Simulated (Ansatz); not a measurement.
**Na2TiAlP3O12 — 23Na NMR of the central transition**

Cell: a computed structure from the Materials Project (it need not be an observed phase), taken as it stands.

Space group Cc (No. 9); a = 14.9477, b = 8.5580, c = 8.8467 Å, β = 124.11°.

```csv
site,Wyckoff,site symmetry,x,y,z
Na1,4a,1,0.5002,0.1142,0.7490
Na3,4a,1,0.7490,0.7496,0.4967
Ti,4a,1,0.3944,0.2543,0.9420
Al,4a,1,0.6049,0.7472,0.0569
P9,4a,1,0.6445,0.8953,0.7513
P10,4a,1,0.5041,0.4627,0.7544
P11,4a,1,0.3543,0.8883,0.7543
O15,4a,1,0.6383,0.8698,0.9171
O16,4a,1,0.0733,0.0656,0.9209
O17,4a,1,0.4560,0.8200,0.9253
O21,4a,1,0.3612,0.1321,0.0849
O22,4a,1,0.9284,0.9357,0.0816
O23,4a,1,0.5451,0.1794,0.0766
O27,4a,1,0.2520,0.1824,0.2248
O28,4a,1,0.5757,0.6463,0.2260
O29,4a,1,0.6444,0.9259,0.2252
O33,4a,1,0.7450,0.8203,0.7718
O34,4a,1,0.4252,0.3556,0.7704
O35,4a,1,0.3542,0.0701,0.7710
```

One atom of each set is listed; the run and its k-mesh use a cell of 38 atoms with edges of 8.61, 8.61, 8.85 Å.

All values are calculated (Ansatz; DFT, PBE, plane waves and PAW, scalar-relativistic, 420 eV cutoff, Γ-centred 3×3×3 k-points, Fermi–Dirac smearing 0.02 eV), not measured.

23Na has I = 3/2 and Q = 104.0 mb (Pyykkö 2018); at 35.2 T its Larmor frequency is ν₀ = 396.7 MHz. Only the quadrupole interaction is simulated: positions count from each site's isotropic chemical shift, and J coupling is left out, as are shift anisotropy and dipolar coupling, which fast spinning averages.

The Na sites: Na1 (2 atoms; 8 O at 2.31–2.74 Å); Na3 (2 atoms; 6 O at 2.50–2.54 Å).

Fitted components of the simulated spectrum:

```json
{"component": "A", "|C_Q| (MHz)": "3.03", "η": "0.35"}
{"component": "B", "|C_Q| (MHz)": "4.04", "η": "0.62"}
```

**Question.** Which site most likely gives which component?

**Answer.** By the calculation, A is Na3, B is Na1. Like point charges on the first shell alone (each adding as 1/d³) would put Na3 above Na1: the covalent part of each bond and the atoms beyond the first shell count as well.

Hardware: 1 thread of Arm Neoverse V1 (aarch64; 8 cores open to the job, memory cap 2.5 GiB, no GPU), a shared host with a load of 1.3 a core. Wall time 3.1 min, CPU time 3.1 min, peak memory 1.1 GiB.
